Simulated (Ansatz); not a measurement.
# A trial form of Bi4Te3

Theory: Ansatz 0.2.0, DFT PBE, scalar-relativistic, plane waves, PAW. Cutoff 420 eV, Gaussian smearing, Γ-centred meshes. Cell and atoms relax first on a coarse mesh and then on a finer one. In between, the cell is made exact in the group found at 0.06 Å. In metals the finer mesh still leaves noise of several meV/atom or more. The steps can't lower the symmetry of their start. No spin polarisation.

A trial structure of Bi4Te3 was built thus: random cell by space group and Wyckoff sites (P6/mmm, No. 191). The dimensions are guesses.

```cif
data_structure
_symmetry_space_group_name_H-M 'P 1'
_symmetry_Int_Tables_number 1
_cell_length_a 5.2180
_cell_length_b 5.2180
_cell_length_c 9.8550
_cell_angle_alpha 90.000
_cell_angle_beta 90.000
_cell_angle_gamma 120.000
_cell_volume 232.38
loop_
_atom_site_label
_atom_site_type_symbol
_atom_site_fract_x
_atom_site_fract_y
_atom_site_fract_z
_atom_site_occupancy
Bi1 Bi 0.33333 0.66667 0.28779 1
Bi2 Bi 0.33333 0.66667 0.71221 1
Bi3 Bi 0.66667 0.33333 0.71221 1
Bi4 Bi 0.66667 0.33333 0.28779 1
Te1 Te 0.50000 0.00000 0.00000 1
Te2 Te 0.00000 0.50000 0.00000 1
Te3 Te 0.50000 0.50000 0.00000 1
```

The zero of energy is the elements' standard structures at the same level; no fitted shifts are applied.

Problem. Where does the relaxation end?

Solution. The symmetry stays P6/mmm (No. 191). The volume per atom grows by 34.7 %, from 33.2 to 44.7 Å³. The shortest distance goes from 2.61 Å (Te–Te) to 2.93 Å (Te–Te). The energy falls by about 0.96 eV/atom (the start's value is from the coarse mesh). Conventional cell: a = 5.858 Å, c = 10.537 Å. Bi has 1 Bi at 3.12 Å and 3 Bi at 3.38 Å; around Te lie 4 Te at 2.93 Å.

```cif
data_structure
_symmetry_space_group_name_H-M 'P 1'
_symmetry_Int_Tables_number 1
_cell_length_a 5.8576
_cell_length_b 5.8576
_cell_length_c 10.5366
_cell_angle_alpha 90.000
_cell_angle_beta 90.000
_cell_angle_gamma 120.000
_cell_volume 313.09
loop_
_atom_site_label
_atom_site_type_symbol
_atom_site_fract_x
_atom_site_fract_y
_atom_site_fract_z
_atom_site_occupancy
Bi1 Bi 0.33333 0.66667 0.35183 1
Bi2 Bi 0.33333 0.66667 0.64817 1
Bi3 Bi 0.66667 0.33333 0.64817 1
Bi4 Bi 0.66667 0.33333 0.35183 1
Te1 Te 0.50000 0.00000 0.00000 1
Te2 Te 0.00000 0.50000 0.00000 1
Te3 Te 0.50000 0.50000 0.00000 1
```

Problem. How does it come out in energy, and is it a metal?

Solution.

| Quantity | Value |
| --- | --- |
| Energy over the elements | +0.29 eV/atom |
| Gap on the 6×6×4 mesh of the 7-atom cell | 0 eV (a metal) |

It can't be a ground state, since the elements alone are lower.

The last run used Gaussian smearing of 0.10 eV. No dispersion correction is applied, so the spacing and binding between layers, chains or molecules are poorly described. Spin–orbit coupling, which can matter for Bi and Te, is left out. The reference form of Te is held partly by dispersion forces, which this level lacks. A structure relaxed within its symmetry needn't be a true minimum. Another cell of Bi4Te3 relaxed alike, in P-6m2, lies 158 meV/atom lower, so this cell isn't the stable form at this level.
